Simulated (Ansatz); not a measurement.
## SrCuSi (P6_3/mmc): electronic heat capacity and spin susceptibility from the density of states

Method: DFT r2SCAN, scalar-relativistic, plane waves, PAW (Ansatz).

Plane waves to 500 eV, a k mesh through Γ of 12×12×4 on the computed 6-atom cell and Gaussian smearing (0.10 eV); no spin polarisation.

Relaxed cell: P6_3/mmc, a = 4.083 Å, b = 4.083 Å, c = 9.403 Å, α = 90.00°, β = 90.00°, γ = 120.00°, 6 atoms in the primitive cell. Whether it is the stable form of this composition wasn't checked.

The density of states at the Fermi level is 3.548 states/eV in the cell of 6 atoms (2 formula units; both spins, tetrahedra on a 18×18×6 mesh).

Problem. What Sommerfeld coefficient and Pauli susceptibility does this give?

Solution. Per formula unit N(E_F) = 1.774 states/eV. γ = (π²/3) k_B² N(E_F) N_A = 2.357 mJ/(mol K²) per state/eV, so γ = 4.2 mJ/(mol K²), a mole of formula units. χ_P = μ_B² N(E_F) N_A = 3.23×10⁻⁵ emu/mol per state/eV gives 5.7×10⁻⁵ emu/mol. This is the bare band result: a measured γ of the same phase is as a rule larger by a factor 1 + λ from phonons and spin fluctuations, the spin part of χ is larger by the Stoner factor, and a measured χ also holds orbital and core terms. N(E_F) at one energy is sensitive to the mesh where the density of states has sharp peaks.

Cost: 1 run of about 3.9 core-minutes, on Arm Neoverse V1 (shared hosts).